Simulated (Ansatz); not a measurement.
## Magnetovolume behaviour of GdCu (Pm-3m)

The reference geometry is a structure as deposited in COD; nothing is relaxed.

Functional, mesh and filling: LDA, 11×11×11 k mesh, Fermi–Dirac smearing of 0.05 eV. PAW means Ansatz 0.2.0 on its default frozen-core files; LAPW is all-electron LAPW in Ansatz 0.2.0. Site moments are integrated in spheres about the atoms, whose radii differ between the methods.

The first input and its command:

```yaml
crystal:
  lattice:
    - [3.502, 0.0, 0.0]
    - [0.0, 3.502, 0.0]
    - [0.0, 0.0, 3.502]
  atoms:
    - { symbol: Gd, position: [0.5, 0.5, 0.5], spin: 7.0 }
    - { symbol: Cu, position: [0.0, 0.0, 0.0] }
magnetization:
  spin_polarized: true
kpoints:
  mp_grid: { grid: [11, 11, 11] }
scf:
  occupations: { method: fermi_dirac, width: 0.05 }
hamiltonian:
  xc: lda
  pseudopotentials: { kind: paw }
output:
  forces: true
  stress: true
  eigenvalues: true
  populations: true
```

Command: `ansatz run input.yaml --threads 1 --pin off --max-ram 3072MiB --backend cpu --events-out ev --progress --plain --runs-dir out`

The input for «volume scaled by 1.12» by LAPW differs from it in these lines, output keys apart:

```diff
-    - [3.502, 0.0, 0.0]
-    - [0.0, 3.502, 0.0]
-    - [0.0, 0.0, 3.502]
+    - [3.6368228689, 0.0, 0.0]
+    - [0.0, 3.6368228689, 0.0]
+    - [0.0, 0.0, 3.6368228689]
-  pseudopotentials: { kind: paw }
+  pseudopotentials: { kind: all_electron, lapw: { basis_error: 0.001 } }
```

The cell shown is scaled evenly to other volumes, and every spin-polarised run starts from the same moments.

The search for lower states is left at its default.

**Question.** Over V/V₀ from 0.7 to 1.2, do the moments collapse, and if so where?

**Answer.** The moments survive down to the smallest volume, V/V₀ = 0.7 at 36 GPa, where the largest is 6.91 μB.
```
V/V₀  Å³/atom  M PAW (μB/cell)  M LAPW (μB/cell)  largest site moment, PAW (μB)  P PAW (GPa)  P LAPW (GPa)  F − F(unpolarised), PAW (meV/atom)
 0.7    15.03             7.18              7.17                           6.91         36.1          36.1                               -3237
0.76    16.32             7.16              7.15                           6.92         21.1          21.1                               -3325
0.82    17.61             7.14                 –                           6.93         10.5             –                               -3388
0.88    18.90             7.13                 –                           6.94          3.0             –                               -3431
0.94    20.19             7.12              7.12                           6.95         -2.3          -2.3                               -3460
   1    21.47             7.11              7.11                           6.95         -6.1          -6.1                               -3478
1.06    22.76             7.10              7.10                           6.94         -8.8          -8.8                               -3486
1.12    24.05             7.09              7.09                           6.94        -10.7         -10.7                               -3489
 1.2    25.77             7.08                 –                           6.93        -12.2             –                               -3484
```

**Question.** Fit a third-order Birch–Murnaghan equation to the PAW pressures of the magnetic runs between 0.85 and 1.11 V₀. What are the zero-pressure volume and bulk modulus?

**Answer.** V = 19.57 Å³/atom (0.911 V₀), B = 80 GPa, B′ = 4.3, with a worst miss of 0.01 GPa. Cell shape and inner coordinates are held, so these aren't the relaxed crystal's values unless symmetry fixes them.

The PAW files were made with PBE; the program remakes their cores once for the run's functional and then keeps them frozen. Without U a semilocal functional puts the f levels too near the Fermi level, which can change moments and the order of magnetic states; site and cell moments are spin moments.  Spin–orbit coupling is left out although heavy atoms are present. In at least one run the program's final test of stability wasn't made or came to no verdict. With open f shells a run can end in a state that isn't the lowest. None of this fixes the real material's magnetic order: only patterns that fit the cell were computed, at zero temperature, with a functional that can overstate moments.
